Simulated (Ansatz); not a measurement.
K:
```
K
1.0
    2.25906    -3.90957     0.00000
    2.25906     3.90957     0.00000
    0.00000     0.00000     7.29134
K
2
Direct
  0.83308   0.16692   0.25000
  0.16692   0.83308   0.75000
```

Relaxed with LDA. Special points in fractions of this cell's reciprocal vectors: Γ (0.000, 0.000, 0.000); Y (-0.500, 0.500, 0.000); C0 (-0.333, 0.667, 0.000); Σ0 (0.333, 0.333, 0.000); Z (0.000, 0.000, 0.500); A0 (0.333, 0.333, 0.500); E0 (-0.333, 0.667, 0.500); T (-0.500, 0.500, 0.500); S (0.000, 0.500, 0.000); R (0.000, 0.500, 0.500).

List the band energies nearest the Fermi level at these points for LDA in the plane-wave PAW code Ansatz.

In eV from the Fermi level; about four levels below and three above (degenerate sets whole), none deeper than 8.9 eV; … stands for higher levels left out; points with the same levels are listed once.

| k | below | above |
|---|---|---|
| Γ | -2.38 | 0.28 0.68 4.04 |
| Y | – | 0.06 0.27 1.60 |
| C0 | – | 0.80 0.85 0.85 |
| Z | -1.58 -1.58 | 2.82 2.82 … |
| A0 | – | 1.21 1.21 1.39 1.39 |
| T | – | 0.55 0.55 0.95 0.95 |
| S | – | 0.06 0.26 1.60 |

Space group P6_3/mmc (hcp (Mg type)). The workflow started from a Materials Project entry (that database holds measured and hypothetical structures alike); the Crystallography Open Database copy checked does not list it. It is not the phase usual at ambient conditions (space group No. 229). The cell was relaxed with LDA under the symmetry of its start; whether a distortion lowers the energy is not shown. Point labels and valley counts follow the cell and symmetry of the run, lower than the named group.

Potentials: the later of the program's two PAW sets.
